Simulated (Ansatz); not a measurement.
What strain does to LuBi (zincblende)

LuBi (zincblende), relaxed with r2SCAN in Ansatz 0.2.0. Space group F-43m (No. 216), cubic; conventional cell a = 6.925 Å, 41.51 Å³ an atom. Lu has 4 Bi at 3.00 Å; Bi has 4 Lu at 3.00 Å.

The axes x, y and z are those of this cell:
```
Lu Bi
1.0
     0.00000    3.46236    3.46236
     3.46236    0.00000    3.46236
     3.46236    3.46236    0.00000
Lu Bi
1 1
Cartesian
  0.0000 0.0000 0.0000
  1.7312 1.7312 1.7312
```

Unstrained: The r2SCAN gap is direct at X: 1.814 eV. The HSE06 gap is direct at X: 2.138 eV. Meshes: r2SCAN 6×6×6, HSE06 4×4×4. Strains are changes of length per length, and xy shears are angles. After each strain the atoms were relaxed again with r2SCAN within the symmetry that the strain leaves, so tilts or polar shifts that break it weren't tested; points keep the names that they have in the unstrained zone. Note: simulated data, non-magnetic, for a generated structure that need not be the stable one.

Changes of the least gap in eV (an overlap counts as a negative gap):

| strain | volume change (%) | space group | r2SCAN | HSE06 | energy rise, r2SCAN (meV/atom) |
| --- | --- | --- | --- | --- | --- |
| uniaxial +0.5 % along z | +0.5 | I-4m2 | -0.014 | -0.014 | 0.2 |
| xy shear, engineering strain (angle) -1.0 % | 0.0 | Imm2 | -0.037 | -0.039 | 0.1 |
| uniaxial +2.5 % along x | +2.5 | I-4m2 | -0.068 | -0.070 | 3.6 |
| uniaxial +3.0 % along [111] | +3.0 | R3m | -0.042 | -0.044 | 6.0 |

Uniaxial +0.5 % along z, other directions held. HSE06: the gap goes from 2.138 to 2.124 eV (-0.014 eV). Stress change with r2SCAN, compression positive: xx -0.18, yy -0.18, zz -0.21 GPa.

Xy shear, engineering strain (angle) -1.0 %. HSE06: the gap goes from 2.138 to 2.099 eV (-0.039 eV). Stress change with r2SCAN, compression positive: xx 0.00, yy 0.00, zz 0.00, xy +0.09 GPa.

Uniaxial +2.5 % along x, other directions held. HSE06: the gap goes from 2.138 to 2.068 eV (-0.070 eV). Stress change with r2SCAN, compression positive: xx -1.07, yy -0.84, zz -0.84 GPa.

Uniaxial +3.0 % along [111], other directions held. HSE06: the gap goes from 2.138 to 2.094 eV (-0.044 eV). Stress change with r2SCAN, compression positive: xx -1.10, yy -1.10, zz -1.10, xy -0.21, xz -0.21, yz -0.21 GPa.

Spin-orbit coupling is left out; in compounds of Pb, Bi, Tl or Hg it can lower a gap by up to about 1 eV, split its edges or invert the bands.

The meshes of the hybrids are coarse, so their gaps aren't converged to the digits shown.
